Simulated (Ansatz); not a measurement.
YN:
```
YN
1.0
    0.00000     2.44785     2.44785
    2.44785     0.00000     2.44785
    2.44785     2.44785     0.00000
Y N
1 1
Direct
  0.00000   0.00000   0.00000
  0.50000   0.50000   0.50000
```

DFT-r²SCAN in the program Ansatz with PAW potentials gives a gap of 0.58 eV without spin–orbit coupling, maximum at Γ, minimum at X.

### Question
What happens when spin–orbit coupling is switched on?

### Answer
The gap decreases by 0.02 eV, to 0.56 eV; maximum at Γ, minimum at X.

### Question
How large is the spin–orbit splitting of the valence top at Γ?

### Answer
The fourfold level lies 0.05 eV above the split-off pair.

### Question
Give the electron effective mass with spin–orbit coupling.

### Answer
0.15, 0.15, 1.3 mₑ (principal values).

### Question
Give the hole effective mass with spin–orbit coupling, band 1 of 2 at the edge.

### Answer
1.1 along [100], 0.61 along [110], 0.49 along [111] (mₑ).

### Question
Give the hole effective mass with spin–orbit coupling, band 2 of 2 at the edge.

### Answer
0.24 along [100], 0.28 along [110], 0.31 along [111] (mₑ).

Space group Fm-3m (rock salt). Symmetry was held in the r²SCAN relaxation. No spin polarisation was allowed.

Potentials: the later of the program's two PAW sets.
